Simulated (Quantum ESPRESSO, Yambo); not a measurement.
BaO (rock salt, space group Fm-3m, No. 225) under isotropic strain (on all lattice vectors), counted from the cell relaxed with PBEsol, atoms relaxed at each step. PBEsol (Quantum ESPRESSO, PseudoDojo norm-conserving, 84 Ry, without SOC); G0W0 in Yambo (4×4×4 Γ-centred k mesh, 98 bands and a 10 Ry block in the screening, 98 bands in G with the Bruneval-Gonze terminator, plasmon pole fitted at 27.2 eV).

```tsv
strain s (%)	PBEsol direct gap at X (eV)	G0W0 direct gap at X (eV)
-3	1.445	2.724
-1.5	1.658	2.937
-0.7	1.760	3.042
0	1.842	3.135
+1	?	?
+2	2.047	3.355
```

Question: Fit a parabola in s to each column by least squares and predict the withheld row.

Answer: PBEsol: E = 1.843 + 0.1143 s − 0.0061 s² (largest residual 1 meV), giving 1.951 eV at s = +1; the run gave 1.951 eV, a miss of 0 meV. G0W0: E = 3.132 + 0.1216 s − 0.0048 s² (largest residual 3 meV), giving 3.248 eV at s = +1; the run gave 3.247 eV, a miss of 2 meV. The GW settings are held fixed; their convergence isn't established. The screening block changes size along the series (169 vectors at -3 %, 169 vectors at -1.5 %, 169 vectors at -0.7 %, 181 vectors at +0 %, 181 vectors at +1 %, 181 vectors at +2 %), which puts steps into the G0W0 values.
